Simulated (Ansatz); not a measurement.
Starting cell, TaN (rock salt):

```
CELL_PARAMETERS angstrom
      0.00000     4.37561     4.37561
      2.18780     0.00000     2.18780
      2.18780     2.18780     0.00000
ATOMIC_POSITIONS crystal
  N  0.00000 0.00000 0.00000
  N  0.50000 0.00000 0.00000
  Ta 0.25000 0.50000 0.50000
  Ta 0.75000 0.50000 0.50000
```

Scan: atom 1 (N, nearest neighbour Ta at 2.188 Å; its periodic images, 3.1 Å or more away, move with it) is displaced along Cartesian x, direction (1.000, 0.000, 0.000) in Cartesian axes, by s. The other atoms stay.

Calculation: PBEsol (plane waves to 420 eV, PAW, scalar-relativistic; Ansatz, a quantum-chemistry and plane-wave program). k mesh 15×15×15 (Γ-centred), Fermi-Dirac smearing 0.05 eV. E stands for the smeared free energy. With partly filled bands, energies and forces of such displacements shift with the k mesh and the smearing. Spin-orbit coupling is left out, though Ta is heavy. TaN is run without spin polarisation. TaN was relaxed with its symmetry unable to fall. This is a high-temperature form of TaN. ΔE is measured from the undisplaced structure.

What ΔE (meV/cell) does the calculation give at s (Å) = -0.132, 0.044, 0.088, 0.176, 0.220?


| s (Å) | ΔE (meV/cell) |
|---|---|
| -0.132 | 112 |
| 0.044 | 12 |
| 0.088 | 49 |
| 0.176 | 203 |
| 0.220 | 324 |

(For displaced atoms, the force is minus the slope of the energy, and its curvature is a force constant, which sets phonon frequencies.)
